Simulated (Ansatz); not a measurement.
One relaxed cell of Ca₂Ta₂O₇ at several levels

A database entry relaxed whole under r2SCAN at zero pressure (Fd-3m, No. 227):

```
Ca Ta O
1.0
     0.00000    5.21531    5.21531
     5.21531    0.00000    5.21531
     5.21531    5.21531    0.00000
Ca Ta O
4 4 14
Direct
  0.62500 0.62500 0.62500
  0.12500 0.62500 0.62500
  0.62500 0.62500 0.12500
  0.62500 0.12500 0.62500
  0.12500 0.12500 0.12500
  0.62500 0.12500 0.12500
  0.12500 0.12500 0.62500
  0.12500 0.62500 0.12500
  0.50000 0.50000 0.50000
  0.75000 0.75000 0.75000
  0.80761 0.19239 0.19239
  0.44239 0.05761 0.44239
  0.19239 0.80761 0.80761
  0.05761 0.44239 0.05761
  0.19239 0.80761 0.19239
  0.44239 0.44239 0.05761
  0.80761 0.19239 0.80761
  0.05761 0.05761 0.44239
  0.44239 0.05761 0.05761
  0.19239 0.19239 0.80761
  0.05761 0.44239 0.44239
  0.80761 0.80761 0.19239
```

Its volume is 12.90 Å³ an atom, +1.8 % against the entry's 12.67, which is old or was flagged in a check.

Single points on this cell with plane-wave PAW DFT (Ansatz 0.2.0; r2SCAN 500 eV, hybrids 420 eV; fermi-dirac occupations of width 0.020 eV; no moments): r2SCAN on a 6×6×6 Γ-centred mesh; r2SCAN with spin-orbit coupling on a 6×6×6 Γ-centred mesh; HSE06 on a 4×4×4 Γ-centred mesh; PBE0 on a 4×4×4 Γ-centred mesh.

Task: What does each level give for gap and charges?

Result: The runs give:

```csv
level,"gap (eV), or kind",pressure (GPa),Bader charge of Ca (e),Bader charge of Ta (e),Bader charge of O (e)
r2SCAN,2.79,0.0,+1.61,+3.08,-1.34
r2SCAN with spin-orbit coupling,2.73,-0.2,+1.61,+3.08,-1.34
HSE06,3.81,-0.5,+1.63,+3.13,-1.36
PBE0,4.57,-0.5,+1.63,+3.14,-1.36
```

Under r2SCAN the gap is 2.79 eV, over mesh and band path. HSE06 moves it by +1.02 eV and PBE0 by +1.78 eV; PBE0 keeps its exact exchange at long range, which widens the gap over HSE06's by 0.76 eV on their common mesh. Spin-orbit coupling moves the r2SCAN gap by -0.06 eV. The charge on Ta goes from +3.08 to +3.13 e under HSE06.

Caveats: the relaxation kept the start's symmetry; HSE06 is read on its mesh and at the zone's corners, PBE0 on its mesh alone; hybrid pressures are good to a few tenths of a GPa; pressure is positive in compression.
